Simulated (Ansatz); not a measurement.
Ga3Mo (Cu3Au type, Pm-3m) at seven volumes, plane-wave PAW PBE (Ansatz code), scaled uniformly. One row is withheld.

```tsv
V (Å³/atom)	P (GPa)
14.202	?
14.670	8.59
15.138	3.92
15.606	0.00
16.075	-3.21
16.543	-5.91
17.011	-8.23
```

Question: Fit the shown pressures and predict the withheld one.

Answer: P = (3/2)B₀(x^(7/2) − x^(5/2))[1 + (3/4)(B′ − 4)(x − 1)] with x = (V₀/V)^(2/3). Least squares on the six rows gives V₀ = 15.610 Å³/atom, B₀ = 118 GPa, B′ = 4.99. At V = 14.202, x = 1.0650 and P = 14.13 GPa. The run itself gave 14.08 GPa.

The cell is a constructed one: a structure type filled with these elements; neither database checked (COD, Materials Project) lists it. Its standing as an ambient phase is unchecked. Symmetry was held in the PBE relaxation; whether a distortion lowers the energy is not shown. The run is not spin-polarised.

Potentials: the earlier of the program's two PAW sets.
